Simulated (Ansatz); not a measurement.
Sr (fcc (Cu type)), relaxed with LDA (Ansatz, an electronic-structure program, plane waves, PAW): a = b = c = 5.7834 Å, α = β = γ = 90.00°.

Question: The same phase is relaxed and computed with r²SCAN+D4 in the same code. What is the cell now?

Answer: a = b = c = 6.0797 Å, α = β = γ = 90.00°.

All cells were relaxed under the symmetry of their starts (and spin orders); stability against distortions was not tested throughout. Scalar-relativistic: spin–orbit coupling is off unless named, which matters more the heavier the elements.

Potentials: the later of the program's two PAW sets.

Ansatz is a plane-wave DFT program.
